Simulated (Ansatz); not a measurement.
Data:

Al2Cu:
```yaml
crystal:
  lattice:
    - [-2.96806, 2.96806, 2.39053]
    - [2.96806, -2.96806, 2.39053]
    - [2.96806, 2.96806, -2.39053]
  atoms:
    - { symbol: Al, position: [0.65951, 0.15951, 0.81902] }
    - { symbol: Al, position: [0.84049, 0.65951, 0.50000] }
    - { symbol: Al, position: [0.15951, 0.34049, 0.50000] }
    - { symbol: Al, position: [0.34049, 0.84049, 0.18098] }
    - { symbol: Cu, position: [0.25000, 0.25000, 0.00000] }
    - { symbol: Cu, position: [0.75000, 0.75000, 0.00000] }
```

This is the LDA-relaxed structure.

Question: All from LDA in the plane-wave PAW code Ansatz, unless another level is named. Predict the highest zone-centre frequency.

Answer: 41.1 meV.

Question: What about the bulk modulus (Birch–Murnaghan fit)?

Answer: 115 GPa.

Space group I4/mcm. Symmetry was held in the LDA relaxation; of distortions, only those at the zone centre were tested. No spin polarisation was allowed.

Potentials: the later of the program's two PAW sets.
